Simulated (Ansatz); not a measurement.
The cell below belongs to a search over invented structures; it isn't taken from experiment.

Input and command of a plane-wave DFT calculation in Ansatz:

```yaml
crystal:
  lattice:
    - [5.4361809144, -4.8657832314, 0.0]
    - [5.4361809144, 4.8657832314, 0.0]
    - [0.0, 0.0, 3.7213886075]
  atoms:
    - { symbol: Zr, position: [0.1445526962, 0.8554473038, 0.25] }
    - { symbol: Zr, position: [0.8554473038, 0.1445526962, 0.75] }
    - { symbol: Hf, position: [0.5217736399, 0.8108891212, 0.75] }
    - { symbol: Hf, position: [0.8108891212, 0.5217736399, 0.25] }
    - { symbol: Hf, position: [0.4782263601, 0.1891108788, 0.25] }
    - { symbol: Hf, position: [0.1891108788, 0.4782263601, 0.75] }
    - { symbol: Ge, position: [0.7452918285, 0.9191256059, 0.25] }
    - { symbol: Ge, position: [0.9191256059, 0.7452918285, 0.75] }
    - { symbol: Ge, position: [0.5869421785, 0.4130578215, 0.75] }
    - { symbol: Ge, position: [0.4130578215, 0.5869421785, 0.25] }
    - { symbol: Ge, position: [0.2547081715, 0.0808743941, 0.75] }
    - { symbol: Ge, position: [0.0808743941, 0.2547081715, 0.25] }
basis:
  ecutwfc: 420
kpoints:
  mp_grid: { grid: [4, 4, 8] }
hamiltonian:
  xc: pbe
scf:
  occupations: { method: gaussian, width: 0.1 }
output:
  forces: true
  stress: true
  eigenvalues: true
relax:
  adjacent_minimum: "off"
  f_tol: 0.01
  max_steps: 30
  cell: { stress_tol: 0.1, fix: [volume] }
```

```bash
ansatz run input.yaml --threads 1 --pin off --max-ram 2560MiB --backend cpu --events-out ev --progress --plain --runs-dir out
```

Processor: Intel(R) Xeon(R) 6975P-C (Granite Rapids), 1 thread, on a host shared with other jobs.

**Question.** How long does it run, and how much memory does it take?

**Answer.** About 3.3 min, peak memory 0.97 GiB. It solves 128 bands at 35 k points (after reduction by symmetry) with about 3859 plane waves, in 33 SCF iterations over 5 ionic steps.
